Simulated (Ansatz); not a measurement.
Input:

KMgF3:
```
CELL_PARAMETERS angstrom
      4.05424     0.00000     0.00000
      0.00000     4.05424     0.00000
      0.00000     0.00000     4.05424
ATOMIC_POSITIONS crystal
  K  0.50000 0.50000 0.50000
  Mg 0.00000 0.00000 0.00000
  F  0.50000 0.00000 0.00000
  F  0.00000 0.50000 0.00000
  F  0.00000 0.00000 0.50000
```

This is the PBE-relaxed structure.

Task: All from DFT-PBE in the program Ansatz with PAW potentials, unless another level is named. Estimate the vibrational entropy at 300 K.

Result: 25.8 J/(K·mol of atoms).

Task: Give the Hill bulk and shear moduli.

Result: 66.2 and 42.7 GPa.

Task: What about the zero-point energy?

Result: 45.3 meV/atom.

Space group Pm-3m (cubic perovskite). The cell was relaxed with PBE under the symmetry of its start; phonons on a q-mesh show no instability.

Potentials: the later of the program's two PAW sets.
